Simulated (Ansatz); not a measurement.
LiF:
Space group P6₃mc (No. 186); a = 3.0957 Å, b = 3.0957 Å, c = 4.8121 Å, α = 90.00°, β = 90.00°, γ = 120.00°

```tsv
atom	site	symmetry	x	y	z
Li	2b	3m.	0.3333	0.6667	0.3823
F	2b	3m.	0.6667	0.3333	0.4927
```

Relaxed with PBEsol. PBEsol (plane waves, PAW; program Ansatz) gives a gap of 7.60 eV.

Q: What gap does HSE06 give on the same cell (Ansatz, PAW)?

A: 9.94 eV, 2.34 eV more. The hybrid was solved on a coarser mesh and at special points; its gap is the smallest among all of these.

```tsv
k	v1 PBEsol	c1 PBEsol	v1 HSE06	c1 HSE06
Γ	0.00	7.60	0.00	9.94
A	-0.34	9.32	?	?
K	-0.64	11.82	?	?
H	-0.37	12.31	?	?
M	-0.40	11.02	?	?
L	-0.57	10.99	-0.59	13.42
```

Q: Top valence (v1) and lowest conduction level (c1) in eV from each method's valence maximum (which need not be a listed point): supply the withheld HSE06 values.

A: 
- A, v1 HSE06: -0.36
- A, c1 HSE06: 11.70
- M, v1 HSE06: -0.42
- M, c1 HSE06: 13.45
- H, v1 HSE06: -0.39
- H, c1 HSE06: 14.76
- K, v1 HSE06: -0.68
- K, c1 HSE06: 14.27

Cost on shared cores: the PBEsol run (SCF on a 10×10×6 mesh, then bands and DOS) roughly 15 core-seconds, the HSE06 run (SCF on 8×8×4, then a few points) around 80 core-seconds (rough); the tasks are unlike.

Space group P6_3mc (wurtzite). The first step of the workflow began from a Materials Project structure, measured or hypothetical; the Crystallography Open Database copy checked does not list it. It is not the phase usual at ambient conditions (space group No. 225). Symmetry was held in the PBEsol relaxation; its stability against distortions is not shown here.

Potentials: the later of the program's two PAW sets.
